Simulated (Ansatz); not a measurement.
# ScIn₃: computed DOS

```cif
data_structure
_symmetry_space_group_name_H-M 'Pm-3m'
_symmetry_Int_Tables_number 221
_cell_length_a 4.4600
_cell_length_b 4.4600
_cell_length_c 4.4600
_cell_angle_alpha 90.000
_cell_angle_beta 90.000
_cell_angle_gamma 90.000
_cell_volume 88.72
loop_
_atom_site_label
_atom_site_type_symbol
_atom_site_symmetry_multiplicity
_atom_site_Wyckoff_symbol
_atom_site_fract_x
_atom_site_fract_y
_atom_site_fract_z
_atom_site_occupancy
Sc1 Sc 1 a 0.00000 0.00000 0.00000 1
In1 In 3 c 0.00000 0.50000 0.50000 1
```

The runs use the primitive cell with vectors (4.460, 0.000, 0.000), (0.000, 4.460, 0.000), (0.000, 0.000, 4.460) Å, to which the k mesh refers.

The cell is COD entry 1539387, as deposited and not checked against the literature; nothing was relaxed.

Spin–orbit coupling is left out, though it moves levels of the heavy atoms by tenths of an eV or more.

All numbers below come from DFT, PBEsol, all-electron LAPW, scalar-relativistic (Ansatz 0.2.0).

The runs use a Γ-centred 8×8×8 k mesh, Fermi–Dirac smearing of 0.08 eV, basis error target 1 meV/atom, no spin polarisation.

Question: Where is the centre of the filled Sc 3d states between -14 eV and the top of the filled states?

Answer: -1.98 eV from the Fermi level.

Question: Tabulate the density of states.

Answer: States per eV and cell, averaged over 0.6 eV, from -10.0 to 2.4 eV, with energies (bin centres) from the Fermi level; empty bins are left out. The partial columns, the largest 4 alone, are projections on Löwdin-orthogonalised atomic shells (those that the program's projection atoms carry: the occupied ones and, for some elements, an empty d or f shell; other empty shells have no column), summed over atoms of an element. Weights on diffuse s and p shells depend on that basis and aren't pure angular character.
```csv
E (eV),total,In 5p,Sc 3d,In 5s,Sc 4s
-9.8,0.16,0.03,0.00,0.09,0.03
-9.2,0.47,0.15,0.00,0.24,0.06
-8.6,0.75,0.29,0.01,0.38,0.05
-8.0,0.86,0.36,0.02,0.43,0.03
-7.4,0.67,0.30,0.03,0.31,0.01
-6.8,0.74,0.34,0.04,0.31,0.03
-6.2,1.14,0.51,0.04,0.51,0.04
-5.6,1.32,0.53,0.07,0.66,0.02
-5.0,1.36,0.49,0.13,0.68,0.01
-4.4,1.05,0.42,0.12,0.47,0.01
-3.8,0.84,0.39,0.10,0.31,0.02
-3.2,1.45,0.90,0.17,0.30,0.05
-2.6,1.54,1.05,0.21,0.21,0.04
-2.0,2.09,1.48,0.39,0.16,0.03
-1.4,2.43,1.42,0.78,0.17,0.02
-0.8,1.67,0.80,0.69,0.13,0.01
-0.2,2.01,0.78,0.77,0.37,0.04
0.4,1.66,0.62,0.70,0.26,0.03
1.0,3.01,0.84,1.62,0.37,0.07
1.6,5.63,0.76,4.24,0.29,0.20
2.2,3.59,0.60,2.08,0.56,0.18
```
